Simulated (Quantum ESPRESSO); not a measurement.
```xyz
8
Lattice="4.8146 0.0000 0.0000 0.0000 4.8146 0.0000 0.0000 0.0000 4.8146" Properties=species:S:1:pos:R:3 pbc="T T T"
Al     0.0000     0.0000     0.0000
P      1.2925     1.2925     3.5221
B      0.0000     2.4073     2.4073
P      1.2925     3.5221     1.2925
B      2.4073     0.0000     2.4073
P      3.5221     1.2925     1.2925
B      2.4073     2.4073     0.0000
P      3.5221     3.5221     3.5221
```
The cell was made here from a computed Materials Project entry: one of 4 B replaced by Al, cell and atoms relaxed (PBE without dispersion, pw.x of a modified build of Quantum ESPRESSO, symmetry kept). The parent is BP in F-43m. The swapped cell is a model, not a known phase. Stability against distortions was not tested.

A lattice sum over point charges, one formal value an element (B +3, P -3, Al +3), with no Sternheimer factor, costs far less than a self-consistent run. Taken along the main axis of each site's self-consistent tensor, it gives:

```tsv
site	V along that axis, point charges (a.u.)
P (atoms 2, 4, 6, 8)	-0.045
```

Problem. How do the values of the PAW reconstruction of the field gradient on a scalar-relativistic PBE ground state (Quantum ESPRESSO, JTH datasets) compare?

Solution. 
```
site  Vzz, PAW (a.u.)  PAW over point charges
----  ---------------  ----------------------
P              -0.679                      15
```
  Cores are frozen. P had no test against all-electron runs.
